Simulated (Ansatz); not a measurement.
Ansatz (an electronic-structure program) input:

Ansatz 0.2 input:
```yaml
crystal:
  lattice:
    - [0.0, 2.9500367467, 2.9500367467]
    - [2.9500367467, 0.0, 2.9500367467]
    - [2.9500367467, 2.9500367467, 0.0]
  atoms:
    - { symbol: Ag, position: [0.0, 0.0, 0.0] }
    - { symbol: I, position: [0.5, 0.5, 0.5] }
kpoints:
  mp_grid: { grid: [8, 8, 8] }
hamiltonian:
  xc: lda
  pseudopotentials: { azcp: { folder: ./paw }, kind: paw }
scf:
  occupations: { method: fixed }
elastic: { mode: relaxed_ion, stencil: two_point, amplitude: 0.005, f_tol: 0.0005 }
```

Output (shortened):

```
Pseudopotential: Ag, paw, valence charge 19
Pseudopotential: I, paw, valence charge 17
Functional definition: SPW92
Crystal: 2 atoms, lattice volume = 51.347 Å³
Basis set: ecut = 420 eV, 965 PW (Γ)
Bands: 22, of which v1, the nominal top of the filled ones, is band 18 counted from 1 (17 counted from 0)
Symmetry: 48 space group operations
Space group: Fm-3m (ITA 225), of the structure as read, at distance tolerance 3.7e-5 Å
k-points: 29 of 512
SCF iter   1: F=—  HF=-14815.004891 eV  |F-HF|=—  |Δ(HF+E_count)|=         —  Δρ=4.83e-2  dr2=1.88e0  ethr=3.10e-3  ⟨swp⟩=4.9  Hψ=2404  notcnv=0  defer=54
WARN: iter 1: σ=0 fill of 18 bands saw a band overlap (occupied 11.1194 eV > unoccupied 10.7769 eV) — on an unconverged iterate often a transient of an (band_overlap_at_count)
preconditioner: auto → none
SCF iter   2: F=—  HF=-14814.497493 eV  |F-HF|=—  |Δ(HF+E_count)|=   5.07e-1  Δρ=3.18e-2  dr2=5.31e-1  ethr=3.10e-3  ⟨swp⟩=3.4  Hψ=1618  notcnv=0  defer=49
SCF iter   3: F=—  HF=-14814.357590 eV  |F-HF|=—  |Δ(HF+E_count)|=   1.40e-1  Δρ=3.77e-3  dr2=5.32e-3  ethr=1.48e-3  ⟨swp⟩=2.8  Hψ=1175  notcnv=0  defer=51
SCF iter   4: F=—  HF=-14814.361886 eV  |F-HF|=—  |Δ(HF+E_count)|=   4.30e-3  Δρ=1.97e-3  dr2=1.25e-3  ethr=1.48e-5  ⟨swp⟩=2.9  Hψ=1049  notcnv=0  defer=55
SCF iter   5: F=—  HF=-14814.363684 eV  |F-HF|=—  |Δ(HF+E_count)|=   1.80e-3  Δρ=1.74e-4  dr2=1.26e-5  ethr=3.47e-6  ⟨swp⟩=2.0  Hψ=1207  notcnv=0  defer=54
SCF iter   6: F=—  HF=-14814.363710 eV  |F-HF|=—  |Δ(HF+E_count)|=   2.53e-5  Δρ=2.80e-5  dr2=2.33e-7  ethr=3.50e-8  ⟨swp⟩=2.0  Hψ=1014  notcnv=0  defer=54
SCF iter   7: F=—  HF=-14814.363710 eV  |F-HF|=—  |Δ(HF+E_count)|=   5.26e-7  Δρ=5.36e-6  dr2=8.05e-9  ethr=6.46e-10  ⟨swp⟩=2.0  Hψ=1160  notcnv=0  defer=54
SCF iter   8: F=—  HF=-14814.363710 eV  |F-HF|=—  |Δ(HF+E_count)|=   5.70e-9  Δρ=4.66e-7  dr2=1.04e-10  ethr=2.24e-11  ⟨swp⟩=2.0  Hψ=1137  notcnv=0  defer=54
SCF iter  10: F=-14814.363710 eV  HF=-14814.363710 eV  |F-HF|=0.00e0  |Δ(HF+E_count)|=  3.64e-12  Δρ=1.16e-9  dr2=2.15e-16  ethr=1.00e-12  ⟨swp⟩=9.7  Hψ=3515  notcnv=0
SCF 1 converged in 10 iterations: F = -14814.363710 eV  dr2 = 2.15e-16
Crystal: 2 atoms, lattice volume = 51.090 Å³
Symmetry: 16 space group operations
k-points: 59 of 512
iter 1 solved again at ethr=1.93e-7 eV; its pass at ethr=3.10e-3 eV (dr2=6.95e-5 eV) is discarded
SCF iter   1: F=—  HF=-14814.363332 eV  |F-HF|=—  |Δ(HF+E_count)|=         —  Δρ=1.81e-4  dr2=1.13e-5  ethr=1.93e-7  ⟨swp⟩=3.1  Hψ=6611  notcnv=0  defer=118
preconditioner: auto → none
SCF iter   2: F=—  HF=-14814.363336 eV  |F-HF|=—  |Δ(HF+E_count)|=   4.08e-6  Δρ=7.45e-5  dr2=1.29e-6  ethr=3.15e-8  ⟨swp⟩=2.0  Hψ=1819  notcnv=0  defer=110
SCF iter   3: F=—  HF=-14814.363340 eV  |F-HF|=—  |Δ(HF+E_count)|=   3.72e-6  Δρ=1.93e-5  dr2=1.11e-7  ethr=3.59e-9  ⟨swp⟩=2.4  Hψ=2085  notcnv=0  defer=108
SCF iter   4: F=—  HF=-14814.363340 eV  |F-HF|=—  |Δ(HF+E_count)|=   7.82e-9  Δρ=5.79e-6  dr2=1.83e-8  ethr=3.09e-10  ⟨swp⟩=2.0  Hψ=1829  notcnv=0  defer=108
SCF iter   5: F=—  HF=-14814.363340 eV  |F-HF|=—  |Δ(HF+E_count)|=   3.44e-9  Δρ=2.77e-6  dr2=3.34e-9  ethr=5.09e-11  ⟨swp⟩=2.0  Hψ=2300  notcnv=0  defer=108
SCF iter   6: F=—  HF=-14814.363340 eV  |F-HF|=—  |Δ(HF+E_count)|=  8.48e-10  Δρ=7.26e-7  dr2=2.04e-10  ethr=9.28e-12  ⟨swp⟩=2.0  Hψ=1682  notcnv=0  defer=108
SCF iter   7: F=—  HF=-14814.363340 eV  |F-HF|=—  |Δ(HF+E_count)|=  3.82e-11  Δρ=7.42e-8  dr2=1.69e-12  ethr=5.67e-13 (applied; sched 1.00e-12)  ⟨swp⟩=2.0  Hψ=1750  notcnv=0  defer=108
SCF iter   8: F=-14814.363340 eV  HF=-14814.363340 eV  |F-HF|=1.82e-12  |Δ(HF+E_count)|=    0.00e0  Δρ=4.69e-9  dr2=5.44e-15  ethr=1.00e-12  ⟨swp⟩=3.4  Hψ=5519  notcnv=0
SCF 2 converged in 8 iterations: F = -14814.363340 eV  dr2 = 5.44e-15
Crystal: 2 atoms, lattice volume = 51.603 Å³
iter 1 solved again at ethr=8.67e-10 eV; its pass at ethr=3.10e-3 eV (dr2=3.12e-7 eV) is discarded
SCF iter   1: F=—  HF=-14814.363347 eV  |F-HF|=—  |Δ(HF+E_count)|=         —  Δρ=1.62e-4  dr2=3.18e-7  ethr=8.67e-10  ⟨swp⟩=2.3  Hψ=6072  notcnv=0  defer=96
preconditioner: auto → none
SCF iter   2: F=—  HF=-14814.363356 eV  |F-HF|=—  |Δ(HF+E_count)|=   9.33e-6  Δρ=8.09e-5  dr2=7.92e-8  ethr=8.67e-10  ⟨swp⟩=1.4  Hψ=1374  notcnv=0  defer=96
SCF iter   3: F=—  HF=-14814.363359 eV  |F-HF|=—  |Δ(HF+E_count)|=   3.04e-6  Δρ=1.71e-5  dr2=5.90e-8  ethr=2.20e-10  ⟨swp⟩=2.0  Hψ=2293  notcnv=0  defer=95
SCF iter   4: F=—  HF=-14814.363359 eV  |F-HF|=—  |Δ(HF+E_count)|=   7.19e-8  Δρ=8.50e-7  dr2=4.98e-11  ethr=1.64e-10  ⟨swp⟩=2.0  Hψ=1725  notcnv=0  defer=95
SCF iter   5: F=—  HF=-14814.363359 eV  |F-HF|=—  |Δ(HF+E_count)|=  2.58e-10  Δρ=1.11e-7  dr2=3.03e-12  ethr=1.38e-13 (applied; sched 1.00e-12)  ⟨swp⟩=2.3  Hψ=2379  notcnv=0  defer=95
SCF iter   6: F=—  HF=-14814.363359 eV  |F-HF|=—  |Δ(HF+E_count)|=  1.82e-12  Δρ=2.02e-8  dr2=1.97e-13  ethr=8.43e-15 (applied; sched 1.00e-12)  ⟨swp⟩=2.0  Hψ=2364  notcnv=0  defer=95
SCF iter   7: F=-14814.363359 eV  HF=-14814.363359 eV  |F-HF|=1.82e-12  |Δ(HF+E_count)|=  3.64e-12  Δρ=3.42e-9  dr2=1.94e-15  ethr=1.00e-12  ⟨swp⟩=4.2  Hψ=4200  notcnv=0
SCF 3 converged in 7 iterations: F = -14814.363359 eV  dr2 = 1.94e-15
Crystal: 2 atoms, lattice volume = 51.346 Å³
Symmetry: 8 space group operations
k-points: 95 of 512
iter 1 solved again at ethr=3.77e-8 eV; its pass at ethr=3.10e-3 eV (dr2=1.36e-5 eV) is discarded
SCF iter   1: F=—  HF=-14814.363658 eV  |F-HF|=—  |Δ(HF+E_count)|=         —  Δρ=7.86e-5  dr2=1.21e-6  ethr=3.77e-8  ⟨swp⟩=3.1  Hψ=10744  notcnv=0  defer=190
preconditioner: auto → none
SCF iter   2: F=—  HF=-14814.363658 eV  |F-HF|=—  |Δ(HF+E_count)|=   1.54e-7  Δρ=3.51e-5  dr2=2.02e-7  ethr=3.37e-9  ⟨swp⟩=2.2  Hψ=3511  notcnv=0  defer=151
SCF iter   3: F=—  HF=-14814.363658 eV  |F-HF|=—  |Δ(HF+E_count)|=   4.00e-8  Δρ=3.42e-6  dr2=1.74e-9  ethr=5.61e-10  ⟨swp⟩=2.3  Hψ=3070  notcnv=0  defer=151
SCF iter   4: F=—  HF=-14814.363658 eV  |F-HF|=—  |Δ(HF+E_count)|=   1.67e-9  Δρ=3.20e-7  dr2=2.45e-11  ethr=4.82e-12  ⟨swp⟩=2.1  Hψ=3009  notcnv=0  defer=151
SCF iter   5: F=—  HF=-14814.363658 eV  |F-HF|=—  |Δ(HF+E_count)|=  9.09e-12  Δρ=1.07e-7  dr2=4.72e-12  ethr=6.81e-14 (applied; sched 1.00e-12)  ⟨swp⟩=2.3  Hψ=3548  notcnv=0  defer=151
SCF iter   6: F=—  HF=-14814.363658 eV  |F-HF|=—  |Δ(HF+E_count)|=  1.82e-12  Δρ=5.82e-8  dr2=1.50e-12  ethr=1.31e-14 (applied; sched 1.00e-12)  ⟨swp⟩=2.0  Hψ=3797  notcnv=0  defer=151
SCF iter   7: F=—  HF=-14814.363658 eV  |F-HF|=—  |Δ(HF+E_count)|=  1.82e-12  Δρ=1.76e-8  dr2=1.21e-13  ethr=4.16e-15 (applied; sched 1.00e-12)  ⟨swp⟩=2.0  Hψ=2695  notcnv=0  defer=151
SCF iter   8: F=-14814.363658 eV  HF=-14814.363658 eV  |F-HF|=3.64e-12  |Δ(HF+E_count)|=  1.82e-12  Δρ=3.99e-9  dr2=5.90e-15  ethr=1.00e-12  ⟨swp⟩=4.0  Hψ=6724  notcnv=0
SCF 4 converged in 8 iterations: F = -14814.363658 eV  dr2 = 5.90e-15
Crystal: 2 atoms, lattice volume = 51.346 Å³
iter 1 solved again at ethr=7.76e-11 eV; its pass at ethr=3.10e-3 eV (dr2=2.80e-8 eV) is discarded
SCF iter   1: F=—  HF=-14814.363657 eV  |F-HF|=—  |Δ(HF+E_count)|=         —  Δρ=5.03e-5  dr2=2.76e-8  ethr=7.76e-11  ⟨swp⟩=2.7  Hψ=10033  notcnv=0  defer=122
preconditioner: auto → none
SCF iter   2: F=—  HF=-14814.363657 eV  |F-HF|=—  |Δ(HF+E_count)|=   9.56e-7  Δρ=2.51e-5  dr2=6.85e-9  ethr=7.66e-11  ⟨swp⟩=1.0  Hψ=2090  notcnv=0  defer=122
SCF iter   3: F=—  HF=-14814.363658 eV  |F-HF|=—  |Δ(HF+E_count)|=   3.19e-7  Δρ=2.04e-6  dr2=1.95e-9  ethr=1.90e-11  ⟨swp⟩=2.0  Hψ=2572  notcnv=0  defer=122
SCF iter   4: F=—  HF=-14814.363658 eV  |F-HF|=—  |Δ(HF+E_count)|=  3.98e-10  Δρ=7.25e-8  dr2=9.71e-13  ethr=5.42e-12  ⟨swp⟩=2.0  Hψ=3621  notcnv=0  defer=122
SCF iter   5: F=-14814.363658 eV  HF=-14814.363658 eV  |F-HF|=3.64e-12  |Δ(HF+E_count)|=  1.09e-11  Δρ=1.39e-8  dr2=4.23e-14  ethr=1.00e-12  ⟨swp⟩=5.1  Hψ=8351  notcnv=0
SCF 5 converged in 5 iterations: F = -14814.363658 eV  dr2 = 4.23e-14
SCF converged after 10 iterations
Free energy (F): -14814.363710 eV
Harris-Foulkes:  -14814.363710 eV  (|F-HF|=0.00e0)
Internal energy: -14814.363710 eV  (E = F + TS)
E sigma→0 (E₀):  -14814.363710 eV
Fermi energy:    10.970461 eV
--- Per-component energies (eV) ---
  E_band       = -645.150031
  E_kinetic    = 629.959165
  E_local      = -4499.133380  (includes V_loc(G=0)·N_el)
  E_nonlocal   = 161.519959
  E_hartree    = 2105.109390
  E_xc         = -265.208859
  E_vxc        = -311.902674  (∫ρ·V_xc dr)
  E_paw        = -8452.395775  (= ΣΔE_a)
  E_vpaw       = -835.809747  (= ΣTr[D̂ρ^β])
  E_aug_tail   = -0.002134  (compensation charges beyond the density's cutoff)
  E_ewald      = -4495.718075
  E_core_change = 1.505998  (= ΣΔE_core)
  E_smearing   =  0.000000  (= −TS)
  E_closure    =  0.000000  (closes the sum)
  Σ components = -14814.363710   (vs F -14814.363710, Δ=0.00e0)
  [band-id]    e_kinetic+e_local+e_nonlocal+2·e_hartree+e_vxc+e_vpaw+e_augmentation_tail = -645.150032   (vs E_band -645.150031, Δ=-2.64e-7)
--- Forces (eV/Å), atoms counted from 1 ---
  atom   1  Ag     0.00000000     0.00000000     0.00000000
  atom   2  I      0.00000000     0.00000000     0.00000000
  max |Σ_I F_I| component: 0.0 eV/Å
--- Stress (GPa, compression-positive) ---
        0.000008       0.000000       0.000000
        0.000000       0.000008       0.000000
        0.000000       0.000000       0.000008
  P = ⅓ Tr σ = 0.0000 GPa (0.000 kbar)
--- Band table (eV; the first three rows and the last of 29) ---
  k-point 0: bands = ["-79.9274", "-43.4965", "-43.4965", "-43.4965", "-34.1277", "-34.1277", "-34.1248", "-34.1248", "-34.1248", "-2.8071", "7.1779", "7.1779", "7.2252", "7.2252", "7.2252", "9.3140", "9.3140", "9.3140", "11.8569", "19.0885", "19.0885", "19.0885"]
  k-point 1: bands = ["-79.9274", "-43.4967", "-43.4966", "-43.4966", "-34.1277", "-34.1277", "-34.1248", "-34.1247", "-34.1247", "-2.7073", "6.9580", "6.9580", "7.0732", "7.2603", "7.2603", "8.5234", "9.6103", "9.6103", "12.8322", "17.8079", "18.6782", "18.6782"]
  k-point 2: bands = ["-79.9274", "-43.4971", "-43.4967", "-43.4967", "-34.1275", "-34.1275", "-34.1247", "-34.1245", "-34.1245", "-2.4458", "6.2871", "6.5546", "6.5546", "7.3588", "7.3588", "7.9295", "10.2058", "10.2058", "13.9945", "16.9445", "17.3842", "17.3842"]
  k-point 28: bands = ["-79.9274", "-43.4973", "-43.4973", "-43.4971", "-34.1278", "-34.1272", "-34.1244", "-34.1244", "-34.1238", "-1.8942", "6.1204", "6.4107", "6.4107", "7.6159", "7.7572", "7.9235", "7.9235", "8.5327", "14.0900", "16.7231", "17.8490", "17.8490"]
--- Elastic constants: 2 strain directions × 2 members + reference (group order 48) ---
  dense FFT box of the reference and of every strained cell: 30×30×30
  strains applied: 11, 23; error gains: componentwise 1.00 (the most a stress slope's error grows in a printed constant), spectral 1.73 (1 for all six strains …
  C = ∂σ_k/∂η_j (tension-positive GPa; Voigt order 11 22 33 23 13 12):
        89.413     39.013     39.013      0.000      0.000      0.000
        39.013     89.413     39.013      0.000      0.000      0.000
        39.013     39.013     89.413      0.000      0.000      0.000
         0.000      0.000      0.000     12.399      0.000      0.000
         0.000      0.000      0.000      0.000     12.399      0.000
         0.000      0.000      0.000      0.000      0.000     12.399
  reference stress σ⁰ (GPa):      0.000      0.000      0.000      0.000      0.000      0.000
  C* (energy form; C + prestress term) asymmetry max|C*_kj − C*_jk| = 7.105e-15 GPa — a small one proves nothing (zero by symmetry where the batch's group is …
  moduli (Voigt/Reuss/Hill, GPa): K = 55.81/55.81/55.81   G = 17.52/15.56/16.54   E = 45.16   ν = 0.365
  mechanically stable: yes (min eigenvalue of sym C = 12.40 GPa)
  where every solve meets its electron count the energy-path curvature estimates C_jj along a normal strain and C_jj − ¼(σ⁰_aa + σ⁰_bb) along a shear (ab), of …
  strain η (Voigt 11):  stress-route row diagonal C_11 = 89.41 GPa, energy-path curvature d²(F+E_count+ΔE)/dδ²/Ω₀ = 89.36 GPa
         δ    σ_11 (GPa)             F (eV)   n_scf  n_hpsi   n_pw
    -5.000e-3      -0.4632      -14814.3633401       8   24421   1014   relax 0 steps, max|allowed force component| 0.0 eV/Å
     5.000e-3       0.4309      -14814.3633594       7   21233   1030   relax 0 steps, max|allowed force component| 0.0 eV/Å
  strain η (Voigt 23):  stress-route row diagonal C_44 = 12.40 GPa, energy-path curvature d²(F+E_count+ΔE)/dδ²/Ω₀ = 12.40 GPa
         δ    σ_23 (GPa)             F (eV)   n_scf  n_hpsi   n_pw
    -5.000e-3      -0.0620      -14814.3636578       8   38428   1016   relax 0 steps, max|allowed force component| 0.0 eV/Å
     5.000e-3       0.0620      -14814.3636578       5   27997   1016   relax 0 steps, max|allowed force component| 0.0 eV/Å
```

Cost: around 28 core-seconds (rough) on shared cores.

This is a known high-pressure phase of the composition, computed here at zero pressure and temperature. The LDA relaxation kept the symmetry of its start; phonons show weakly imaginary modes. The run is not spin-polarised. Scalar-relativistic: spin–orbit coupling is off unless named, which matters more the heavier the elements.

Potentials: the earlier of the program's two PAW sets. The files were generated under PBE; for other functionals the program regenerates the frozen cores, and for LDA and PBEsol the local potential too.

Ansatz is a plane-wave DFT program.
